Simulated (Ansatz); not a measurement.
Put InRuS3 in R3m (No. 160): In on 3a; Ru on 3a; S on 9b. The cell of InRuS3 is invented: perovskite family, tilts a0a0a0, polar shift along [111] (A site In; B site Ru; X site S).

Computed with Ansatz, DFT PBE, scalar-relativistic, plane waves, PAW. Cutoff 420 eV, Γ-centred mesh, Gaussian smearing, no spin polarisation.

Formation energies are uncorrected and refer to the elements' standard structures at the same level.

Problem. Which cell and coordinates does it relax to?

Solution.

Space group R3m:H (No. 160). a = 6.632 Å, b = 6.632 Å, c = 8.248 Å, α = 90.00°, β = 90.00°, γ = 120.00°
```csv
atom,site,symmetry,x,y,z
In,3a,3m,0.3333,0.6667,0.0965
Ru,3a,3m,0.3333,0.6667,0.6291
S,9b,.m,0.1786,0.8214,0.8513
```

In is surrounded by 3 S at 2.69 Å; around Ru lie 3 S at 2.25 Å and 3 S at 2.55 Å; around S lie 1 Ru at 2.25 Å, 1 Ru at 2.55 Å and 1 In at 2.69 Å. Another local minimum with the same sites may exist.

Problem. And its energy and gap?

Solution. The formation energy is +0.01 eV/atom and the gap on the 12×12×12 mesh of the 5-atom cell is 0 eV (a metal). The formation energy is too near zero to say whether this cell lies below the elements.

The last run used Gaussian smearing of 0.10 eV. The k mesh leaves some 4 meV/atom of noise in the energy of each metallic cell. An odd number of electrons in the primitive cell allows no gap without spin; a larger cell or a magnetic state could open one. The reference form of S is held partly by dispersion forces, which this level lacks. A structure relaxed within its symmetry needn't be a true minimum.
